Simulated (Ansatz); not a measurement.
## (Mg,Sr) mixing in the structure of MgB2

Method: DFT PBE, scalar-relativistic, plane waves, PAW (Ansatz 0.2.0). (420 eV cutoff, 8×8×6 k-mesh, Gaussian smearing of 0.10 eV, no spin polarisation)

Starting point, cell and atoms relaxed:

```
CELL_PARAMETERS angstrom
-1.53700 2.66216 -3.51983
-1.53700 2.66216 3.51983
4.61862 2.66656 0.00000
ATOMIC_POSITIONS crystal
Mg 0.25000 0.25000 0.50000
Mg 0.75000 0.75000 0.50000
Mg 0.50000 0.50000 0.00000
Mg 0.00000 0.00000 0.00000
B 0.75000 0.25000 0.33347
B 0.25000 0.75000 0.33347
B 0.00000 0.50000 0.83347
B 0.50000 0.00000 0.83347
B 0.00000 0.50000 0.16653
B 0.50000 0.00000 0.16653
B 0.25000 0.75000 0.66653
B 0.75000 0.25000 0.66653
```

Sr takes some of the 4 Mg sites (atoms counted from 1 in the order above); cell and atoms are relaxed within the symmetry of each ordered start. The mixing energy is per mixed site over the two end members in this structure and cell, which needn't be the stable phases, so a gain doesn't show that the mixture is stable. These are small ordered cells, not random alloys.

End members: MgB2 at 9.62 Å³/atom and SrB2 at 13.92 Å³/atom.

(1) Do Mg and Sr mix with a gain or a cost in energy here?

(2) How well does Vegard's rule hold for the volume?

## Answers

(1) With a cost in all cells computed: 206.6 meV/site at x = 0.250 (sites 4), 193.8 meV/site at x = 0.500 (sites 1 4), 21.5 meV/site at x = 0.750 (sites 2 3 4).

(2) The excess over the straight line is +2.06 % at x = 0.250, +1.85 % at x = 0.500, +8.79 % at x = 0.750.

Cost: 5 runs of about 57 core-minutes in all, on Arm Neoverse N1 (shared hosts).